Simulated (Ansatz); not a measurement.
# Data sheet: SiRh (DFT)

SiRh:
```
SiRh
1.0
   -1.69373     1.69373     4.86890
    1.69373    -1.69373     4.86890
    1.69373     1.69373    -4.86890
Rh Si
2 2
Direct
  0.99472   0.99472   0.00000
  0.74472   0.24472   0.50000
  0.42128   0.42128   0.00000
  0.17128   0.67128   0.50000
```

Space group I4_1md (No. 109); conventional cell a = 3.3875 Å, b = 3.3875 Å, c = 9.7378 Å, α = 90.00°, β = 90.00°, γ = 90.00°.

Method: PBE (plane waves, PAW; program Ansatz). The cell and atoms are relaxed at this level. Other levels are named where they apply.

### Cell and energy

- Volume per atom = 13.97 Å³
- Density = 7.79 g/cm³
- Formation energy from the elements (no fitted shifts) = -0.65 eV/atom

### Electronic structure

- Electronic character: metallic (no gap)
- Density of states at the Fermi level: 0.23 states/eV per atom (mean over ±0.08 eV)

### Mechanics

- Bulk modulus (Birch–Murnaghan fit): 181 GPa
- Pressure derivative B′: 4.4

A made-up cell: these elements were put on the sites of a structure type; neither database checked (COD, Materials Project) lists it. COD files the formula under space group No. 14, so this cell is another polymorph or a model. Its standing as an ambient phase is unchecked. The cell was relaxed with PBE under the symmetry of its start; whether a distortion lowers the energy is not shown. No spin polarisation was allowed. The references are the lowest solids computed at this level, not always the standard phases. Spin–orbit coupling is left out wherever it is not named.

Potentials: the later of the program's two PAW sets.
